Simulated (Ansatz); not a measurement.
Geometry optimisation in Ansatz: input, command and trajectory.

```yaml
crystal:
  lattice:
    - [6.389998991, 0.0, 0.0]
    - [-3.1949994955, 5.5339014564, 0.0]
    - [0.0, 0.0, 5.0]
  atoms:
    - { symbol: Cs, position: [0.3333333333, 0.6666666667, 0.692] }
    - { symbol: Cs, position: [0.6666666667, 0.3333333333, 0.308] }
    - { symbol: Hf, position: [0.0, 0.0, 0.0] }
    - { symbol: F, position: [0.16, 0.84, 0.198] }
    - { symbol: F, position: [0.16, 0.32, 0.198] }
    - { symbol: F, position: [0.68, 0.84, 0.198] }
    - { symbol: F, position: [0.84, 0.16, 0.802] }
    - { symbol: F, position: [0.32, 0.16, 0.802] }
    - { symbol: F, position: [0.84, 0.68, 0.802] }
basis:
  ecutwfc: 500
kpoints:
  mp_grid: { grid: [3, 3, 4] }
hamiltonian:
  xc: r2scan
scf:
  occupations: { method: gaussian, width: 0.1 }
  lower_state_search: "off"
output:
  forces: true
  stress: true
  eigenvalues: true
relax:
  adjacent_minimum: "off"
  f_tol: 0.04
  max_steps: 70
  cell: { stress_tol: 0.4 }
```

```bash
ansatz run input.yaml --threads 1 --pin off --max-ram 2560MiB --backend cpu --events-out ev --progress --plain --runs-dir out
```

Level of theory: DFT r2SCAN, scalar-relativistic, plane waves, PAW in Ansatz.

Of 4 frames 3 are shown, positions in Å and forces in eV/Å; the SCF threshold varies from step to step. Steps run on the plane waves of an earlier cell, with a Pulay correction in the pressure. The basis is chosen afresh for the last frame, the zero of the energies, and at times for earlier ones too; energy and pressure can step there, also at an unchanged geometry. Where two frames share a geometry here, they differ by under 2 meV/atom and 0.3 GPa.

```xyz
9
Lattice="6.3900 0.0000 0.0000 -3.1950 5.5339 0.0000 0.0000 0.0000 5.0000" Properties=species:S:1:pos:R:3:forces:R:3 pbc="T T T" step=1 free_energy_over_end_meV_per_atom=33.52 pressure_GPa=-1.31
Cs    0.0000    3.6893    3.4600    0.0000    0.0000    0.0322
Cs    3.1950    1.8446    1.5400    0.0000    0.0000   -0.0322
Hf    0.0000    0.0000    0.0000    0.0000    0.0000    0.0000
F    -1.6614    4.6485    0.9900   -0.5510    0.3181    0.3233
F     0.0000    1.7708    0.9900    0.0000   -0.6362    0.3233
F     1.6614    4.6485    0.9900    0.5510    0.3181    0.3233
F     4.8564    0.8854    4.0100    0.5510   -0.3181   -0.3233
F     1.5336    0.8854    4.0100   -0.5510   -0.3181   -0.3233
F     3.1950    3.7631    4.0100    0.0000    0.6362   -0.3233
9
Lattice="6.3973 0.0000 0.0000 -3.1987 5.5402 0.0000 0.0000 0.0000 4.9814" Properties=species:S:1:pos:R:3:forces:R:3 pbc="T T T" step=2 free_energy_over_end_meV_per_atom=3.08 pressure_GPa=-0.68
Cs    0.0000    3.6935    3.5253    0.0000    0.0000   -0.0816
Cs    3.1987    1.8467    1.4561    0.0000    0.0000    0.0816
Hf    0.0000    0.0000    0.0000    0.0000    0.0000    0.0000
F    -1.7636    4.7117    1.1433   -0.0302    0.0174   -0.2337
F     0.0000    1.6570    1.1433    0.0000   -0.0348   -0.2337
F     1.7636    4.7117    1.1433    0.0302    0.0174   -0.2337
F     4.9623    0.8285    3.8382    0.0302   -0.0174    0.2337
F     1.4350    0.8285    3.8382   -0.0302   -0.0174    0.2337
F     3.1987    3.8832    3.8382    0.0000    0.0348    0.2337
9
Lattice="6.3836 0.0000 0.0000 -3.1918 5.5284 0.0000 0.0000 0.0000 4.9758" Properties=species:S:1:pos:R:3:forces:R:3 pbc="T T T" step=4 free_energy_over_end_meV_per_atom=0.00 pressure_GPa=-0.01
Cs    0.0000    3.6856    3.4464    0.0000    0.0000    0.0363
Cs    3.1918    1.8428    1.5295    0.0000    0.0000   -0.0363
Hf    0.0000    0.0000    0.0000    0.0000    0.0000    0.0000
F    -1.7420    4.6913    1.1063   -0.0133    0.0077   -0.0070
F     0.0000    1.6741    1.1063    0.0000   -0.0154   -0.0070
F     1.7420    4.6913    1.1063    0.0133    0.0077   -0.0070
F     4.9338    0.8371    3.8695    0.0133   -0.0077    0.0070
F     1.4498    0.8371    3.8695   -0.0133   -0.0077    0.0070
F     3.1918    3.8542    3.8695    0.0000    0.0154    0.0070
```

Time: 66 s on 1 thread of Arm Neoverse V2, on a shared host, peak memory 0.88 GiB.

The k mesh is coarse. Spin–orbit coupling is left out, which can shift energies with elements as heavy as these.